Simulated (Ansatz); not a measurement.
Relaxed-ion elastic tensor of AlN (wurtzite, P6_3mc) in GPa (Voigt order), DFT-PBEsol in the program Ansatz with PAW potentials; density 3.25 g/cm³, 10.46 Å³ per atom.

```json
[
 {"": "1", "1": "379", "2": "137", "3": "107", "4": "0.0", "5": "0.0", "6": "0.0"},
 {"": "2", "1": "137", "2": "379", "3": "107", "4": "0.0", "5": "0.0", "6": "0.0"},
 {"": "3", "1": "107", "2": "107", "3": "354", "4": "0.0", "5": "0.0", "6": "0.0"},
 {"": "4", "1": "0.0", "2": "0.0", "3": "0.0", "4": "111", "5": "0.0", "6": "0.0"},
 {"": "5", "1": "0.0", "2": "0.0", "3": "0.0", "4": "0.0", "5": "111", "6": "0.0"},
 {"": "6", "1": "0.0", "2": "0.0", "3": "0.0", "4": "0.0", "5": "0.0", "6": "121"}
]
```

Is the crystal mechanically stable?

Yes: the smallest eigenvalue of C is 111 GPa.

Work out the Voigt, Reuss and Hill averages.

K_V = 201, K_R = 201, K_H = 201; G_V = 119, G_R = 119, G_H = 119 GPa.

Give Young's modulus, Poisson's ratio, Pugh's ratio and the universal anisotropy index.

E = 9KG/(3K + G) = 298 GPa; ν = 0.25; K/G = 1.69 (near the Pugh limit of 1.75, no verdict); A_U = 5G_V/G_R + K_V/K_R − 6 = 0.03.

Estimate the sound speeds and the Debye temperature.

v_l = √((K + 4G/3)/ρ) = 10500 m/s, v_t = √(G/ρ) = 6050 m/s, mean 6720 m/s; Θ = (h/k)(3n/4πV)^(1/3) v_m = 915 K.

Solve the Christoffel equation for the three sound speeds along x, y, z.

Eigenvalues of C_ijkl n_j n_l equal ρv² (piezoelectric stiffening left out). In km/s, slowest first: x 5.84, 6.10, 10.79; y 5.84, 6.10, 10.79; z 5.84, 5.84, 10.43.

How much does each axis shrink under pressure?

Linear compressibilities β_i = Σ_j S_ij (j = 1 to 3): x 1.5, y 1.5, z 1.9 per TPa.

Symmetry was held in the PBEsol relaxation.

Potentials: the earlier of the program's two PAW sets. The files were generated under PBE; for other functionals the program regenerates the frozen cores, and for LDA and PBEsol the local potential too.
